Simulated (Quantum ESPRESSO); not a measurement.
LuAgO2 (space group R-3m, No. 166) has an indirect gap of 2.15 eV with norm-conserving PBEsol (Quantum ESPRESSO, 100 Ry, without SOC). After an isotropic strain (on all lattice vectors, atoms relaxed) the gap is indirect, 1.97 eV.

Q: Which strain was applied?
A. -3 %
B. -0.7 %
C. +2 %
D. -1.5 %
E. +1 %

A: C, +2 %. Gaps found: -3 %: 2.44 eV (indirect); -1.5 %: 2.29 eV (indirect); -0.7 %: 2.21 eV (indirect); 0 %: 2.15 eV (indirect); 1 %: 2.06 eV (indirect); 2 %: 1.97 eV (indirect).

The structure is a Materials Project entry; no match was found in the copy of COD used, and its stability was not checked.
